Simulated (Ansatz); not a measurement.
Energy against volume for WSi2 (MoSi2 type, space group I4/mmm)

WSi₂ (MoSi2 type, space group I4/mmm)

```
CELL_PARAMETERS angstrom
     -1.60576     1.60576     3.90206
      1.60576    -1.60576     3.90206
      1.60576     1.60576    -3.90206
ATOMIC_POSITIONS crystal
  W  0.00000 0.00000 0.00000
  Si 0.33486 0.33486 0.00000
  Si 0.66514 0.66514 0.00000
```

E(V) scan at fixed shape, V₀ the volume above. The atoms relax within the cell's symmetry.

These are r2SCAN (plane waves to 500 eV, PAW, scalar-relativistic; Ansatz, a first-principles code) values and carry that method's errors. k mesh 20×20×20 (Γ-centred), Fermi-Dirac smearing 0.05 eV. E stands for the smeared free energy. Compression counts positive. With the shape held, the modulus is that of even scaling; a crystal free to change shape is softer. Spin-orbit coupling is left out, though W is heavy. WSi2 is run without spin polarisation. WSi2 was relaxed with its symmetry unable to fall. The zero of ΔE is the relaxed starting cell.

```csv
V (Å³/atom),ΔE (meV/atom),P (GPa)
12.610,40,16.6
12.771,25,12.9
12.932,14,9.3
13.093,6,6.0
13.254,1,2.9
13.415,0,0.0
13.576,1,-2.7
13.737,5,-5.3
13.898,12,-7.7
14.059,21,-9.9
14.220,32,-12.0
```

Key numbers:

```yaml
pressure_at_the_smallest_volume: 16.6 GPa
energy_cost_of_the_largest_compression: 40 meV/atom
energy_cost_of_the_largest_expansion: 32 meV/atom
Bulk modulus at fixed cell shape B₀ (third-order Birch-Murnaghan fit): 234 GPa
Pressure derivative B₀′ (fit): 4.4
equilibrium_volume_of_the_fit: 13.42 Å³/atom
Pressure for 5 % compression (fit): 13.5 GPa
```

The 11 points together took very roughly 30 core-minutes.

(Under strain, the slope of the energy per volume gives the stress and its curvature an elastic modulus.)
